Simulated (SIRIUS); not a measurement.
A self-consistent single point of TiO₂ (I4_1/amd, 6 atoms in the cell; from Materials Project mp-390, changed as shown) with SIRIUS.

Computed with LDA (PW92), GBRV LDA ultrasoft pseudopotentials (plane waves; SIRIUS).

The change in words: volume scaled by 1.06. Reference geometry (I4_1/amd):
```yaml
crystal:
  lattice:
    - [-1.89127, 1.89127, 4.80751]
    - [1.89127, -1.89127, 4.80751]
    - [1.89127, 1.89127, -4.80751]
  atoms:
    - { symbol: Ti, position: [0.00000, 0.00000, 0.00000] }
    - { symbol: Ti, position: [0.75000, 0.25000, 0.50000] }
    - { symbol: O, position: [0.95715, 0.45715, 0.50000] }
    - { symbol: O, position: [0.20715, 0.20715, 0.00000] }
    - { symbol: O, position: [0.79285, 0.79285, 0.00000] }
    - { symbol: O, position: [0.54285, 0.04285, 0.50000] }
```

Reference input (self-consistent single point, DFT, LDA (PW92), plane waves, GBRV LDA ultrasoft pseudopotentials): parameters.ngridk = 8 8 8; parameters.xc_functionals = [XC_LDA_X, XC_LDA_C_PW]; parameters.gk_cutoff = 6.325 1/bohr; parameters.pw_cutoff = 14.143 1/bohr; parameters.smearing = gaussian; parameters.smearing_width = 0.000734986 Ha; potentials = GBRV LDA ultrasoft pseudopotentials; parameters.electronic_structure_method = pseudopotential; parameters.num_bands = 29; parameters.num_mag_dims = 0; parameters.num_dft_iter = 100; parameters.energy_tol = 1e-07 Ha. This run's input differs from it in these lines:

```diff
@@ -32,5 +32,5 @@
     "lattice_vectors": [
-      [-3.5739823277, 3.5739823277, 9.0848772414],
-      [3.5739823277, -3.5739823277, 9.0848772414],
-      [3.5739823277, 3.5739823277, -9.0848772414]
+      [-3.6440779389, 3.6440779389, 9.2630595177],
+      [3.6440779389, -3.6440779389, 9.2630595177],
+      [3.6440779389, 3.6440779389, -9.2630595177]
     ],
@@ -45,9 +45,9 @@
         [0.0, 0.0, 0.0],
-        [-0.0, 3.5739823277, 4.5424386207]
+        [-0.0, 3.6440779389, 4.6315297588]
       ],
       "O": [
-        [0.0, 3.5739823277, 8.3063032618],
-        [-0.0, 0.0, 3.7638646411],
-        [0.0, -0.0, 14.4058898417],
-        [-0.0, 3.5739823277, 0.7785739796]
+        [0.0, 3.6440779389, 8.469215317],
+        [0.0, -0.0, 3.8376855582],
+        [-0.0, 0.0, 14.6884334772],
+        [-0.0, 3.6440779389, 0.7938442007]
       ]
```

Output (repeated stretches shortened):

```
[find] density tolerance         : 1e-06
[find] total energy tolerance    : 1e-07
[find] iter_solver_tol (initial) : 0.01
[find] iter_solver_tol (target)  : 1e-13
[find] num_dft_iter              : 100
Charges and magnetic moments
--------------------------------------------------------------------------------
total charge          : 48.000000
[find] | SCF iteration   0 out of 100|
[diagonalize] iterative solver tolerance (occupied, empty): 0.01 0.01
[diagonalize] average number of iterations: 2
[find] Charges and magnetic moments
[find] total charge          : 48.000000
[find] Energy
[find] smearing (-TS)                 :       0.00000000
   [... lines left out ...]

[find] Charges and magnetic moments
[find] total charge          : 48.000000
[find] Energy
[find] smearing (-TS)                 :       0.00000000
[find] Total energy                   :    -184.21456696 (Ha),    -368.42913391 (Ry)
[find] Free energy (E-TS)             :    -184.21456696 (Ha),    -368.42913391 (Ry)
[find] band gap (eV)                  :       1.94426366
[find] Efermi                         :       0.24961678
[find] iteration : 18, RMS (target) : 8.4212e-07 (1.0000e-06) , energy difference (target) : 5.6843e-14 (1.0000e-07)
[find] bands are converged : true
[find] iterative solver converged : true
[find] converged after 19 SCF iterations!
[find] Charges and magnetic moments
[find] total charge          : 48.000000
[find] Energy
[find] smearing (-TS)                 :       0.00000000
[find] Total energy                   :    -184.21456696 (Ha),    -368.42913391 (Ry)
[find] Free energy (E-TS)             :    -184.21456696 (Ha),    -368.42913391 (Ry)
[find] band gap (eV)                  :       1.94426366
[find] Efermi                         :       0.24961678
[ground_state] === stress tensor components [kbar] ===
[ground_state] === stress_total ===
[ground_state]   178.704738    0.000000    0.000000
[ground_state]     0.000000  178.704738    0.000000
[ground_state]     0.000000    0.000000  186.213088
[ground_state] ==== total Forces in Ha/bohr =====
[ground_state] atom:    0, force:       0.0000000     -0.0000000     -0.0000000
[ground_state] atom:    1, force:       0.0000000      0.0000000      0.0000000
[ground_state] atom:    2, force:       0.0000000      0.0000000     -0.0085906
[ground_state] atom:    3, force:      -0.0000000      0.0000000     -0.0085906
[ground_state] atom:    4, force:       0.0000000     -0.0000000      0.0085906
[ground_state] atom:    5, force:       0.0000000     -0.0000000      0.0085906
```

The run converged in 19 iterations. SIRIUS prints the stress tensor with tension positive. Against the reference run the free energy rises by 56.4 meV/atom, the pressure goes from -7.71 to -18.12 GPa, the largest force goes from 0.152 to 0.442 eV/Å and the gap on the mesh goes from 2.078 to 1.944 eV.

The structure comes from a collection of computed structures, made at another level of theory; the collection holds predicted forms beside known ones.

Cost on one core: roughly 4 core-minutes.

The gap that the log prints is read on the run's mesh, which can miss the band edges or a crossing.
